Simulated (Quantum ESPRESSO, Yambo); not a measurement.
BN (space group Fmm2, No. 42): static response along x against the Γ-centred k mesh (Yambo on LDA (pw.x of Quantum ESPRESSO, ONCV potentials, scalar-relativistic) bands; 14 bands, 4 Ry block). The smallest direct LDA gap is 4.44 eV. Axes are Cartesian, with cell vectors (Å) (0.00, 3.50, 2.17), (1.25, 0.00, 2.17), (1.25, 3.50, 0.00).

```tsv
k mesh	ε(0), independent particles	ε(0), RPA with local fields	rough Yambo cost
6×6×6	4.74	4.53	about 1/7
8×8×8	4.76	4.55	about 1/5
12×12×12	4.74	4.54	about 1/2
16×16×16	4.74	4.54	1
```

The last step changes the RPA value by 0.0 %. Electronic response only; costs are rough.

Geometry of the Materials Project entry, not relaxed at this level; primitive cell a = 4.1121 Å, b = 2.5017 Å, c = 3.7127 Å, α = 80.29°, β = 36.85°, γ = 62.86°.

This is not the ordinary phase of the substance; no match was found in the copy of COD used, and its stability was not checked.

The distance between layers or molecules is the database entry's, not relaxed here. Functionals without dispersion can leave it too large, which widens gaps and weakens the response across layers: the numbers belong to this cell.
